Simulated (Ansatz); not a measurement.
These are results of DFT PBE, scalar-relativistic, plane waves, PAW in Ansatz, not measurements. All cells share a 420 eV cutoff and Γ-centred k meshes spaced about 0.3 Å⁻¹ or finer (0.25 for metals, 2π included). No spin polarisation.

Relaxed structures of Cd₄Se₃, with energies over the first row. Coordination counts Se atoms around Cd (those within 1.25 times the shortest such distance or 1.15 times the sum of covalent radii; a slash parts the counts of unlike sites).

```json
{"#": "1", "form": "P3m1", "sites": "Cd 1a, 1c, 1b, 1c; Se 1a, 1c, 1b", "V (Å³/atom)": "29.9", "coordination": "Cd 1/3/4", "ΔE (meV/atom)": "0"}
{"#": "2", "form": "P-3m1", "sites": "Cd 2c, 2d; Se 2d, 1a", "V (Å³/atom)": "25.7", "coordination": "Cd 3/6", "ΔE (meV/atom)": "5"}
{"#": "3", "form": "Cmmm", "sites": "Cd 4j, 4g; Se 4e, 2d", "V (Å³/atom)": "26.7", "coordination": "Cd 4/5", "ΔE (meV/atom)": "109"}
{"#": "4", "form": "Pm-3m", "sites": "Cd 1b, 3d; Se 3c", "V (Å³/atom)": "26.7", "coordination": "Cd 4/6", "ΔE (meV/atom)": "148"}
```

A further structure, relaxed alike:

```cif
data_structure
_symmetry_space_group_name_H-M 'P-43m'
_symmetry_Int_Tables_number 215
_cell_length_a 5.7927
_cell_length_b 5.7927
_cell_length_c 5.7927
_cell_angle_alpha 90.000
_cell_angle_beta 90.000
_cell_angle_gamma 90.000
_cell_volume 194.38
loop_
_atom_site_label
_atom_site_type_symbol
_atom_site_symmetry_multiplicity
_atom_site_Wyckoff_symbol
_atom_site_fract_x
_atom_site_fract_y
_atom_site_fract_z
_atom_site_occupancy
Cd1 Cd 4 e 0.70755 0.70755 0.70755 1
Se1 Se 3 d 0.00000 0.00000 0.50000 1
```

Question: Where does it fall in the ranking, and at what energy?

Answer: It falls between rows 2 and 3, 79 meV/atom above row 1, with space group P-43m (No. 215) and 27.8 Å³/atom. Counting Se atoms around Cd, this cell has Cd 3 and row 1 has Cd 1/3/4. Cd has 3 Se at 2.68 Å; Se is surrounded by 4 Cd at 2.68 Å.

The k mesh leaves some 4 meV/atom of noise in the energy of each metallic cell. With atoms moved at random, row 1 (by 43 meV/atom) and the further cell (by 60 meV/atom) fell into a lower structure and row 2 came back. Row 3 and row 4 had no clear such test and can be saddle points.
